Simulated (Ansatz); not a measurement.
Input and command of a plane-wave DFT calculation in Ansatz:

```yaml
crystal:
  lattice:
    - [6.3058975174, 0.0, 0.0]
    - [-3.1529487587, 5.4610674438, 0.0]
    - [0.0, 0.0, 22.9389323976]
  atoms:
    - { symbol: S, position: [0.6666666667, 0.3333333333, 0.3487520632] }
    - { symbol: S, position: [0.6666666667, 0.8333333333, 0.3487520632] }
    - { symbol: S, position: [0.1666666667, 0.3333333333, 0.3487520632] }
    - { symbol: S, position: [0.1666666667, 0.8333333333, 0.3487520632] }
    - { symbol: Mo, position: [0.3333333333, 0.1666666667, 0.4171073924] }
    - { symbol: Mo, position: [0.3333333333, 0.6666666667, 0.4171073924] }
    - { symbol: Mo, position: [0.8333333333, 0.1666666667, 0.4171073924] }
    - { symbol: Mo, position: [0.8333333333, 0.6666666667, 0.4171073924] }
    - { symbol: S, position: [0.6666666667, 0.3333333333, 0.4854619622] }
    - { symbol: S, position: [0.6666666667, 0.8333333333, 0.4854619622] }
    - { symbol: S, position: [0.1666666667, 0.3333333333, 0.4854619622] }
    - { symbol: S, position: [0.1666666667, 0.8333333333, 0.4854619622] }
    - { symbol: F, position: [0.2966691327, 1.1654117266, 0.6365500747] }
    - { symbol: C, position: [0.2692212314, 0.9339025261, 0.6365500747] }
    - { symbol: F, position: [0.4971547422, 0.9528558312, 0.6365500747] }
    - { symbol: H, position: [0.1666666667, 0.8333333333, 0.5970626224] }
    - { symbol: H, position: [0.1666666667, 0.8333333333, 0.6760418865] }
basis:
  ecutwfc: 420
kpoints:
  mp_grid: { grid: [3, 3, 1] }
hamiltonian:
  xc: pbe
  dispersion: d3bj
scf:
  occupations: { method: gaussian, width: 0.05 }
output:
  forces: true
  eigenvalues: true
  write_density: true
  write_potential: true
  elf: true
  volumetric_format: npy
relax:
  adjacent_minimum: "off"
  f_tol: 0.04
  max_steps: 100
  constraints: [{ sites: [0, 1, 2, 3] }]
efield:
  axis: 3
  dipole_correction: true
  ramp_width: 0.04
```

```bash
ansatz run input.yaml --threads 4 --pin off --max-ram 10240MiB --backend cpu --events-out ev --progress --plain --runs-dir out
```

Processor: Intel(R) Xeon(R) Platinum 8488C (Sapphire Rapids), 4 threads, on a host shared with other jobs.

Estimate time, memory and problem size.

About 86 s on 4 threads of Intel(R) Xeon(R) Platinum 8488C (Sapphire Rapids), on a shared host, peak memory 1.7 GiB. It solves 79 bands at 5 k points (the mesh reduced by symmetry) with about 15449 plane waves, in 82 SCF iterations over 10 ionic steps.
